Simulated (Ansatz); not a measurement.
Bands of Cu₃Sb

```
Cu Sb
1.0
     0.00000    3.11295    3.11295
     3.11295    0.00000    3.11295
     3.11295    3.11295    0.00000
Cu Sb
3 1
Direct
  0.50000 0.50000 0.50000
  0.25000 0.25000 0.25000
  0.75000 0.75000 0.75000
  0.00000 0.00000 0.00000
```

Atom numbers follow the list: Cu1, Cu2, Cu3, Sb4.

Structure from Materials Project entry mp-2002 (possibly hypothetical), not relaxed further.

No spin–orbit coupling, which matters for the heavy atoms here.

Level of theory: Ansatz 0.2.0, DFT, PBEsol, all-electron LAPW, scalar-relativistic.

Sampling and basis: a Γ-centred 9×9×9 k mesh, Fermi–Dirac smearing of 0.03 eV, basis error target 0.5 meV/atom, no spin polarisation.

Points in fractions of the reciprocal vectors of this cell: Γ (0, 0, 0), X (0.5, 0, 0.5), U (0.625, 0.25, 0.625), K (0.375, 0.375, 0.75), L (0.5, 0.5, 0.5), W (0.5, 0.25, 0.75). The path joins them by straight lines in the order Γ–X–U–K–Γ–L–W–X; legs that retrace an earlier one aren't tabulated. Energies are in eV from the Fermi level.

Q: Is there a gap?

A: none: bands cross the Fermi level, a metal.

Q: List the levels between -8 and 4 eV at the symmetry points.

A: 
Γ: -5.04 (×3), -4.46 (×2), -3.72 (×3), -3.03 (×3), -2.96 (×2), -2.71 (×2), -1.00, 0.57 (×3), 2.58 (×3), 3.35
X: -7.38, -5.06, -4.77, -4.45 (×2), -3.99, -3.94 (×2), -3.38 (×2), -3.27, -3.09, -2.98, -2.92, -2.76 (×2), -2.64 (×2), -0.60, 0.53
U: -6.93, -6.39, -4.76, -4.74, -4.05, -3.92, -3.85, -3.77, -3.59, -3.57, -3.43, -2.95, -2.91, -2.79, -2.72, -2.64, -2.58, -2.24, -0.08, 2.73
K: -6.93, -6.39, -4.76, -4.74, -4.05, -3.92, -3.85, -3.77, -3.59, -3.57, -3.43, -2.95, -2.91, -2.79, -2.72, -2.64, -2.58, -2.24, -0.08, 2.73
L: -7.86, -5.03 (×2), -4.12, -4.01 (×2), -3.86 (×2), -3.57 (×2), -3.56, -2.87 (×2), -2.73 (×2), -2.62, -0.33, -0.01 (×2), 1.60 (×2), 2.80
W: -6.50 (×2), -5.63, -4.47, -3.98 (×2), -3.87, -3.73 (×2), -3.49, -3.41, -2.84, -2.83 (×2), -2.77, -2.72 (×2), -2.57, 2.46, 2.52, 3.42 (×2)
